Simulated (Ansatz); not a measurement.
# Zone-centre phonons of WSe$_{3}$ at 25 GPa: input and output

Computed with DFT PBEsol, scalar-relativistic, plane waves, PAW in Ansatz.

Launched with:
```bash
ansatz run input.yaml --threads 2 --pin off --max-ram 6144MiB --backend cpu --events-out ev --progress --plain --runs-dir out
```

Input (bare energies are in eV):
```yaml
crystal:
  lattice:
    - [4.5819854371, 0.0, 0.0]
    - [0.0, 4.5819854371, 0.0]
    - [0.0, 0.0, 4.5819854371]
  atoms:
    - { symbol: W, position: [0.0, 0.0, 0.0] }
    - { symbol: Se, position: [0.0, 0.0, 0.5] }
    - { symbol: Se, position: [0.0, 0.5, 0.0] }
    - { symbol: Se, position: [0.5, 0.0, 0.0] }
basis:
  ecutwfc: 420
kpoints:
  mp_grid: { grid: [10, 10, 10] }
hamiltonian:
  xc: pbesol
scf:
  occupations: { method: fermi_dirac, width: 0.15 }
output:
  eigenvalues: true
phonons:
  method: dfpt
  eigenvectors: true
```

The end of the output:
```
--- Phonons (Γ-DFPT): 3 representative perturbations + reference, on 216 of 1000 k-points (Σ response iterations 9) ---
  k mesh reduced under 8 symmetry operations, with k and −k counted as one. Each operation leaves every solved displacement unchanged or reverses it
  ASR residual: 1.921e-3 → 0.000e0 eV/Å²; symmetrization residual: 1.789e-5 eV/Å²
  ASR residual per site (eV/Å²): 1.92e-3 1.15e-4 1.15e-4 1.15e-4
  Γ frequencies (cm⁻¹): -60.83 -60.83 -60.83 -52.19 -52.19 -52.19 0.00 0.00 0.00 405.42 405.42 405.42
  non-analytic LO–TO correction: not included (Born effective charges unavailable; polar crystals: no LO–TO splitting at Γ)
```

Time: 2.4 min on 2 threads of Arm Neoverse V1, on a shared host, peak memory 2.4 GiB.

Its imaginary modes show that this cell, built by swapping an element in a database structure, isn't a minimum of the energy. In a metal, frequencies and elastic constants depend on the k mesh and the smearing, soft modes and shear constants most. Spin–orbit coupling is left out, which matters for heavy elements. A semilocal functional can close a gap that the real compound has.

Negative frequencies stand for imaginary ones: the cell is unstable against these modes.